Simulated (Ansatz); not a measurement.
## CsLiCr2Te2S3 and the effect of the functional

```yaml
crystal:
  lattice:
    - [3.67471, -0.00018, -0.00146]
    - [0.00068, 6.25849, 0.00267]
    - [0.09970, 0.01509, 18.87835]
  atoms:
    - { symbol: Cs, position: [0.00702, 0.99658, 0.60964] }
    - { symbol: Cs, position: [0.50622, 0.49563, 0.63737] }
    - { symbol: Li, position: [0.49757, 0.83290, 0.98554] }
    - { symbol: Li, position: [0.99760, 0.33501, 0.98513] }
    - { symbol: Cr, position: [0.99390, 0.00068, 0.13453] }
    - { symbol: Cr, position: [0.49393, 0.50024, 0.13461] }
    - { symbol: Cr, position: [0.00147, 0.66940, 0.83098] }
    - { symbol: Cr, position: [0.50140, 0.16737, 0.83340] }
    - { symbol: Te, position: [0.01027, 0.59621, 0.46271] }
    - { symbol: Te, position: [0.51068, 0.22697, 0.45459] }
    - { symbol: Te, position: [0.49158, 0.83669, 0.22777] }
    - { symbol: Te, position: [0.99165, 0.33648, 0.22784] }
    - { symbol: S, position: [0.99971, 0.99979, 0.90043] }
    - { symbol: S, position: [0.49974, 0.50461, 0.89926] }
    - { symbol: S, position: [0.99553, 0.66614, 0.07188] }
    - { symbol: S, position: [0.49551, 0.16656, 0.07160] }
    - { symbol: S, position: [0.50316, 0.84068, 0.76492] }
    - { symbol: S, position: [0.00305, 0.32804, 0.76778] }
```

The cell comes from a database or a generator and needn't be the stable form of this composition.

Kept alike: task band structure; k mesh 7 × 5 × 2; occupations fermi-dirac, width 0.05 eV; collinear spin, ferromagnetic start. Program: Ansatz, Ansatz PAW. Cutoffs run from 420 to 500 eV. The mesh is that of the run's cell of 18 atoms. No spin-orbit coupling.

```csv
functional,pressure (GPa),largest site moment (μB)
BLYP,3.52,2.75
LDA,-4.83,2.76
PBE,0.01,2.77
PBEsol,-2.81,2.78
RPBE,2.06,2.80
r2SCAN,0.06,2.86
revPBE,1.56,2.79
```

Pressure is positive in compression, with a Pulay correction for the finite cutoff. For a metal such a mesh leaves the last digits unconverged. The runs hold the magnetic state that their start led to, which needn't be the lowest. Site moments count inside each atom's sphere or projector. All rows use potentials made for PBE.

Task: What does the functional change here?

Result: The pressure runs from -4.83 (LDA) to 3.52 GPa (BLYP). From PBE: BLYP +3.51; LDA -4.84; PBEsol -2.82; RPBE +2.05; r2SCAN +0.05; revPBE +1.55. The largest site moment runs from 2.75 (BLYP) to 2.86 μB (r2SCAN). From PBE: BLYP -0.02; LDA -0.01; PBEsol +0.01; RPBE +0.03; r2SCAN +0.09; revPBE +0.02.
